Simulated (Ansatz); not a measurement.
# SnO2 with vanadium replacing Sn: a run for the field gradients

```yaml
crystal:
  lattice:
    - [4.738, 4.738, 0.0]
    - [-4.738, 4.738, 0.0]
    - [0.0, 0.0, 9.5595]
  atoms:
    - { symbol: V, position: [0.0, 0.0, 0.000259525], spin: 1.0 }
    - { symbol: Sn, position: [0.0, 0.0, 0.3297141433] }
    - { symbol: Sn, position: [0.0, 0.0, 0.6708966205] }
    - { symbol: Sn, position: [0.5, 0.5, 0.0004390419] }
    - { symbol: Sn, position: [0.5, 0.5, 0.33337721] }
    - { symbol: Sn, position: [0.5, 0.5, 0.6675648326] }
    - { symbol: Sn, position: [0.5, 0.0, 0.1647146452] }
    - { symbol: Sn, position: [0.5, 0.0, 0.5003082181] }
    - { symbol: Sn, position: [0.5, 0.0, 0.835795158] }
    - { symbol: Sn, position: [0.0, 0.5, 0.1646930087] }
    - { symbol: Sn, position: [0.0, 0.5, 0.5004642125] }
    - { symbol: Sn, position: [0.0, 0.5, 0.8360445201] }
    - { symbol: O, position: [0.2939665189, 0.0, 0.0002577268] }
    - { symbol: O, position: [0.3059007696, 0.0, 0.3323640428] }
    - { symbol: O, position: [0.3058712938, 0.0, 0.6681509167] }
    - { symbol: O, position: [0.8036334432, 0.5, 0.0003472175] }
    - { symbol: O, position: [0.8060806238, 0.5, 0.332130528] }
    - { symbol: O, position: [0.8059592561, 0.5, 0.6686761717] }
    - { symbol: O, position: [0.5, 0.304874816, 0.1665157567] }
    - { symbol: O, position: [0.5, 0.3057964789, 0.5003915722] }
    - { symbol: O, position: [0.5, 0.3048543781, 0.834452438] }
    - { symbol: O, position: [0.0, 0.8117753946, 0.156027256] }
    - { symbol: O, position: [0.0, 0.8060906745, 0.5003325503] }
    - { symbol: O, position: [0.0, 0.8117573583, 0.8444947342] }
    - { symbol: O, position: [0.7060334811, 0.0, 0.0002577268] }
    - { symbol: O, position: [0.6940992304, 0.0, 0.3323640428] }
    - { symbol: O, position: [0.6941287062, 0.0, 0.6681509167] }
    - { symbol: O, position: [0.1963665568, 0.5, 0.0003472175] }
    - { symbol: O, position: [0.1939193762, 0.5, 0.332130528] }
    - { symbol: O, position: [0.1940407439, 0.5, 0.6686761717] }
    - { symbol: O, position: [0.5, 0.695125184, 0.1665157567] }
    - { symbol: O, position: [0.5, 0.6942035211, 0.5003915722] }
    - { symbol: O, position: [0.5, 0.6951456219, 0.834452438] }
    - { symbol: O, position: [0.0, 0.1882246054, 0.156027256] }
    - { symbol: O, position: [0.0, 0.1939093255, 0.5003325503] }
    - { symbol: O, position: [0.0, 0.1882426417, 0.8444947342] }
magnetization:
  spin_polarized: true
kpoints:
  mp_grid: { grid: [3, 3, 2] }
scf:
  occupations: { method: fermi_dirac, width: 0.01 }
hamiltonian:
  xc: pbe
  pseudopotentials: { kind: nc, accuracy: standard }
output:
  forces: true
  stress: true
  populations: true
  efg:
    quadrupole_moments_barn: { V: -0.052, Sn: -0.132, O: -0.02558 }
    contact_densities: true
```

The quadrupole moment typed for Sn is that of the 23.9 keV Mössbauer state of ¹¹⁹Sn; the ground state has I = 1/2 and no quadrupole moment.

```sh
ansatz run input.yaml --threads 4 --pin off --max-ram 10240MiB --backend cpu --events-out ev --progress --plain --runs-dir out
```

Question: Does this calculation finish, and if not, why?

Answer: The program refused the input. The program says:

```
Error: output.efg without hamiltonian.pseudopotentials.kind: paw|paw_fr|all_electron or hamiltonian.pseudopotentials.kind: all_electron — the all-electron EFG reconstruction needs the PAW one-centre densities; drop the efg request, or set kind: paw (paw_fr under spin-orbit coupling) (under a functional that reads the kinetic-energy density, kind: paw is refused in some combinations and carries risks of its own in the rest: see hamiltonian.xc for the refusals and hamiltonian.pseudopotentials.kind for the risks, both in the input reference; kind: paw is refused beside gw.static_remainder)
```

Against a sound input the change was `hamiltonian.pseudopotentials`: {kind: paw} → {kind: nc, accuracy: standard}.

With the sound settings the run converges and gives V_zz (10²¹ V/m²) V 10.59 (η 0.16), Sn2 7.43 (η 0.28), Sn3 7.39 (η 0.29), Sn4 5.92 (η 0.22), Sn5 5.72 (η 0.52), Sn6 5.78 (η 0.50), among others; a site carries the number of its first atom in the input. These hold for the positions as typed, which a relaxation reached. The defect repeats with the cell of 36 atoms, so it feels its images: sites between two images don't show the values beside a lone defect, and zeros or small values of η there can come from the images' arrangement. O and Sn carry a gradient in the pure host already, so the values there aren't the defect's effect alone. The centre was started off its lattice site, so that it could distort. The gap on the mesh is only 0.15 eV, so the electronic state itself may be unsound. Without spin–orbit coupling (the program notes it for Sn) the gradients can shift by some per cent, and by up to a factor of two as the program warns, since there is only a small gap. The cell keeps the host's lattice, and with the defect in it the PBE pressure is 7 GPa.
